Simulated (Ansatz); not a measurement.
Relaxed-ion elastic tensor of TaF3 (ReO3 type, Pm-3m) in GPa (Voigt order), DFT-r²SCAN in the program Ansatz with PAW potentials; density 5.77 g/cm³, 17.10 Å³ per atom.

```tsv
	1	2	3	4	5	6
1	282	30.9	30.9	0.0	0.0	0.0
2	30.9	282	30.9	0.0	0.0	0.0
3	30.9	30.9	282	0.0	0.0	0.0
4	0.0	0.0	0.0	-9.3	0.0	0.0
5	0.0	0.0	0.0	0.0	-9.3	0.0
6	0.0	0.0	0.0	0.0	0.0	-9.3
```

Is the crystal mechanically stable?

No: the smallest eigenvalue of C is -9.3 GPa.

The workflow started from an entry of the Crystallography Open Database (COD). Its standing as an ambient phase is unchecked. Symmetry was held in the r²SCAN relaxation. At this level the phase is mechanically unstable. The run is not spin-polarised. The volume moved by 15 % from the start of the relaxation. As this level gives no gap, shear constants depend on the k-mesh and smearing (Fermi–Dirac, 0.1 eV here). Scalar-relativistic: spin–orbit coupling is off unless named, which matters more the heavier the elements.

Potentials: the later of the program's two PAW sets.
